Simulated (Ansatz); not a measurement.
## YZr: what symmetry allows forces and stress to be

```yaml
crystal:
  lattice:
    - [3.42773, 0.01609, 0.00000]
    - [-1.69993, 2.94435, 0.00000]
    - [0.00000, 0.00000, 5.31339]
  atoms:
    - { symbol: Y, position: [0.68690, 0.34345, 0.50000] }
    - { symbol: Zr, position: [0.31310, 0.65655, 0.00000] }
```

Theory: Ansatz, DFT PBEsol, scalar-relativistic, plane waves, PAW.

Settings: cutoff 420 eV, Γ-centred mesh 15×15×8 on the computed 2-atom cell, Gaussian smearing of 0.10 eV; no spin polarisation.

This distorted cell has space group Amm2, with 4 operations.

Question: Without a calculation: in which directions can each atom feel a force?

Answer: A force must be left unchanged by every operation that keeps its atom in place, so it lies in the space that those operations leave fixed. Atoms that the group maps onto each other feel forces of one size.
| atom | site symmetry | operations at the site | equivalent to atom | allowed force (Cartesian) |
| --- | --- | --- | --- | --- |
| Y1 | mm2 | 4 | 1 | along (0.87, 0.50, 0.00) |
| Zr2 | mm2 | 4 | 2 | along (0.87, 0.50, 0.00) |

That leaves 2 independent force components of 6, tied by 1 condition that the forces sum to zero, so 1 remains. A relaxation in this cell that keeps the symmetry moves the atoms in these directions alone.

Question: And the stress tensor?

Answer: It must be invariant under the point group, which leaves 3 independent components: yz, xz vanish. Further linear relations between components hold in this frame.

Question: Do the computed values obey this?

Answer: Yes. Forces (eV/Å):
```
Y1  -0.106 -0.061  0.000
Zr2  0.106  0.061  0.000
```

Stress (GPa, compression positive, xx yy zz yz xz xy): -2.30 -2.22 -1.23 0.00 0.00 -0.07. The program imposes the same operations on density, forces and stress, so this confirms the analysis and is no independent test of the calculation.